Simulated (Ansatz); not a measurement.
The elements of this relaxed trial crystal are hidden behind letters.

```
lattice vectors (Å)
   5.1951    0.0000    0.0000
  -2.5975    4.4991    0.0000
   0.0000    0.0000    4.9870
fractional positions
X 0.0000 0.0000 0.5000
Z 0.3333 0.6667 0.5000
Z 0.6667 0.3333 0.5000
Z 0.0000 0.0000 0.0000
```

Computed with DFT PBE, scalar-relativistic, plane waves, PAW in Ansatz 0.2.0. Settings of the last relaxation (4-atom cell): 420 eV, 12×12×10 k points, Gaussian smearing of 0.10 eV, no spin polarisation.

| Quantity | Value |
| --- | --- |
| Space group | P6/mmm (No. 191) |
| Conventional cell | a = 5.195 Å, c = 4.987 Å |
| Volume per atom | 29.14 Å³ |
| Density | 5.98 g/cm³ |
| Energy over the elements | +0.37 eV/atom |
| Gap on the 12×12×10 mesh of the 4-atom cell | 0 eV (a metal) |

Energies are uncorrected and count from the elements' standard states at the same level.

**Question.** X is a d-block element of period 4 and Z is a p-block element of period 5. Which elements are they?

**Answer.** X = Cu, Z = Sn, so the formula is CuSn3. Density times volume gives a mean mass of 5.98 × 29.14/1.6605 = 104.9 u per atom, and this set has 104.9 u. Cu has 2 Sn at 2.49 Å and 6 Sn at 3.00 Å; Sn on a site of symmetry -6m2 has 3 Cu at 3.00 Å and 3 Sn at 3.00 Å; around Sn on a site of symmetry 6/mmm lie 2 Cu at 2.49 Å. Other sets within the hints have nearly the same mass, so mass alone doesn't settle it; this one was computed.

A structure relaxed within its symmetry needn't be a true minimum. Another cell of CuSn3 relaxed alike, in P6_3/mmc (a Materials Project cell), lies 233 meV/atom lower, so this cell isn't the stable form at this level.
